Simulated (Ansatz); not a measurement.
**Magnetic orders of MnCu**

Theory: Ansatz, DFT PBE, scalar-relativistic, plane waves, PAW.

```yaml
crystal:
  lattice:
    - [1.88524, 1.88524, 3.69301]
    - [1.88524, 3.69301, 1.88524]
    - [3.69301, 1.88524, 1.88524]
  atoms:
    - { symbol: Mn, position: [0.00000, 0.00000, 0.00000] }
    - { symbol: Cu, position: [0.50000, 0.50000, 0.50000] }
```

```
plane-wave cutoff                               : 420 eV
Γ-centred k-mesh                                : 18×18×18
occupation rule                                 : Gaussian smearing, 0.1 eV
list of starting moments (μB, in atom order)    : 4 0
check for lower electronic states after the SCF : off
```

Each order was relaxed in cell and atoms. Site moments are spin moments in atom-centred spheres that scale with the neighbour distance. The states are those that the runs reached from these starts; a lower one can exist. No antiferromagnetic start is among these.

Task: Starts tried: no spin; ferromagnetic. Which state comes out lowest, and what are the moments?

Result: The lowest state is ferromagnetic, reached from the start “ferromagnetic”, with site moments (μB) Mn +2.42, Cu +0.10.

```tsv
start	ends	energy above lowest (meV/atom)	site moments (μB)	gap on mesh (eV)	volume (Å³/atom)
no spin	non-magnetic	31.1	none over 0.05	metal	11.32
ferromagnetic	ferromagnetic	0.00	Mn +2.42, Cu +0.10	metal	12.20
```

Cost: 2 runs of about 4.1 core-minutes in all, on Arm Neoverse V2 (shared hosts).